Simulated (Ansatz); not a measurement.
Space group I4/mmm (No. 139). a = 3.751 Å, b = 3.751 Å, c = 12.522 Å, α = 90.00°, β = 90.00°, γ = 90.00°
```json
{"atom": "Sr", "site": "4e", "symmetry": "4mm", "x": "0.5000", "y": "0.5000", "z": "0.1456"}
{"atom": "Cr", "site": "2a", "symmetry": "4/mmm", "x": "0.0000", "y": "0.0000", "z": "0.0000"}
{"atom": "O", "site": "4e", "symmetry": "4mm", "x": "0.5000", "y": "0.5000", "z": "0.3430"}
{"atom": "O", "site": "4c", "symmetry": "mmm.", "x": "0.0000", "y": "0.5000", "z": "0.0000"}
```

Equation of state of this Sr$_{2}$CrO$_{4}$ structure (not necessarily the ground state), with shape and atoms relaxed at each volume where symmetry leaves them free. It has no gap at any of these volumes. Level of theory: Ansatz 0.2.0, DFT PBEsol, scalar-relativistic, plane waves, PAW.

Cutoff 420 eV; k points 14×14×14 on the computed 7-atom cell (Γ-centred); Gaussian smearing, width 0.10 eV; collinear spin.

```csv
V (Å³/atom),E − E(largest V) (meV/atom),P (GPa)
11.072,57.92,24.83
11.450,9.14,16.87
11.827,-22.59,10.33
12.205,-40.14,4.72
12.582,-45.43,0.01
12.959,-40.66,-3.84
13.337,-27.66,-7.05
13.840,0.00,-10.34
```

Q: Fit a third-order Birch–Murnaghan equation to E(V).

A: V0 = 12.58 Å³/atom, B0 = 141 GPa, B0' = 5.1.

The cell holds one magnetic atom, so it can only be ferromagnetic; an antiferromagnetic order may lie lower.